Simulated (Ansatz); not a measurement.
The calculation used Ansatz, DFT PBE, scalar-relativistic, plane waves, PAW. All cells share a 420 eV cutoff and Γ-centred k meshes spaced at most about 0.3 Å⁻¹ (2π included). No spin polarisation in the final relaxations.

These are static total energies at zero pressure.

Two forms of Mg2CdTe3 were relaxed alike.

A.

```cif
data_structure
_symmetry_space_group_name_H-M 'P3m1'
_symmetry_Int_Tables_number 156
_cell_length_a 4.6332
_cell_length_b 4.6332
_cell_length_c 11.3163
_cell_angle_alpha 90.000
_cell_angle_beta 90.000
_cell_angle_gamma 120.000
_cell_volume 210.38
loop_
_atom_site_label
_atom_site_type_symbol
_atom_site_symmetry_multiplicity
_atom_site_Wyckoff_symbol
_atom_site_fract_x
_atom_site_fract_y
_atom_site_fract_z
_atom_site_occupancy
Mg1 Mg 1 b 0.33333 0.66667 0.99940 1
Mg2 Mg 1 c 0.66667 0.33333 0.66925 1
Cd1 Cd 1 a 0.00000 0.00000 0.33209 1
Te1 Te 1 a 0.00000 0.00000 0.07917 1
Te2 Te 1 c 0.66667 0.33333 0.42020 1
Te3 Te 1 b 0.33333 0.66667 0.74989 1
```

B.

```cif
data_structure
_symmetry_space_group_name_H-M 'P6_3mc'
_symmetry_Int_Tables_number 186
_cell_length_a 4.6335
_cell_length_b 4.6335
_cell_length_c 22.6466
_cell_angle_alpha 90.000
_cell_angle_beta 90.000
_cell_angle_gamma 120.000
_cell_volume 421.06
loop_
_atom_site_label
_atom_site_type_symbol
_atom_site_symmetry_multiplicity
_atom_site_Wyckoff_symbol
_atom_site_fract_x
_atom_site_fract_y
_atom_site_fract_z
_atom_site_occupancy
Mg1 Mg 2 b 0.33333 0.66667 0.66424 1
Mg2 Mg 2 b 0.33333 0.66667 0.99947 1
Cd1 Cd 2 b 0.33333 0.66667 0.33322 1
Te1 Te 2 b 0.33333 0.66667 0.12422 1
Te2 Te 2 b 0.33333 0.66667 0.45976 1
Te3 Te 2 b 0.33333 0.66667 0.78909 1
```

Question: Which form is favoured at zero pressure, and by what margin per atom?

Answer: They are level within the accuracy (under 1 meV/atom apart). A has Mg and Cd ordered on zinc blende sites, space group P3m1 (No. 156), 35.1 Å³/atom and a gap of 1.46 eV on its mesh; B has Mg and Cd ordered on wurtzite sites, space group P6_3mc (No. 186), 35.1 Å³/atom and a gap of 1.49 eV. In A, Mg on its first site is surrounded by 4 Te at 2.82 Å; around Cd lie 4 Te at 2.85–2.86 Å; Te on its first site has 3 Mg at 2.82 Å and 1 Cd at 2.86 Å; 3 more sites not described. In B, Mg on its first site has 4 Te at 2.82–2.83 Å; around Cd lie 4 Te at 2.86–2.87 Å; Te on its first site has 4 Mg at 2.82–2.83 Å; 3 more sites not described. Both come from invented guesses.

Spin–orbit coupling, which can matter for Te, is left out. Kohn–Sham gaps at this level usually fall short of measured ones. The missing spin–orbit coupling can work the other way here. With atoms moved at random, P3m1 came back. Other cells relaxed within their symmetry can be saddle points.
